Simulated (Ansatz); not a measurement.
SiC (4H type, space group P6_3mc)

```xyz
8
Lattice="3.0941 0.0000 0.0000 -1.5471 2.6796 0.0000 0.0000 0.0000 10.1292" Properties=species:S:1:pos:R:3 pbc="T T T"
Si     0.0000     0.0000     0.0031
Si     0.0000     0.0000     5.0677
Si     1.5471     0.8932     7.5994
Si     0.0000     1.7864     2.5349
C      0.0000     0.0000     8.2335
C      0.0000     0.0000     3.1690
C      1.5471     0.8932     5.6948
C      0.0000     1.7864     0.6302
```

The slice is a (1 -1 0 0) plane (indices of the conventional cell) through the point (0.000, 0.000, 0.813) (fractional), spanned by u = [110] and v = [001] in vectors of this cell: u (3.09 Å) and v (10.13 Å, at 90° to u). It covers one period; positions are fractions (u, v).

Calculation: PBE (plane waves to 420 eV, PAW, scalar-relativistic; Ansatz, a first-principles code). k mesh 12×12×4. Near the nuclei the fields are pseudised (PAW); where an atom keeps semicore shells as valence, they peak there. SiC was relaxed with its symmetry unable to fall. The PAW data are Ansatz's earlier set.

Question: Around which element is the density of the highest valence band (whole band, smooth part) largest on this plane?

Answer: C. Mean over a disc round each atom, of radius 0.45 times the shortest bond: C 0.084, Si 0.014 e/Å³.

Question: Predict the map of the density of the highest valence band (whole band, smooth part) on the slice.

Answer: 
```
|#+:. .:+|
|..     .|
|        |
|    .   |
| .......|
|  ..... |
|        |
|+-.   .-|
|@*.   .*|
| +-. .-+|
|#+:. .:+|
|..     .|
|        |
|    .   |
| .......|
|  ..... |
|        |
|+-.   .-|
|@*.   .*|
| +-. .-+|
```
Scale: ten equal steps from 0.001 (start of ' ') to 0.157 (end of '@'), in the order ' .:-=+*#%@'. Values: density of the highest valence band (whole band, smooth part) in e/Å³. The map has 8 points along u (one character each, u = 0 at the left) and 20 along v (v = 0 in the bottom row).
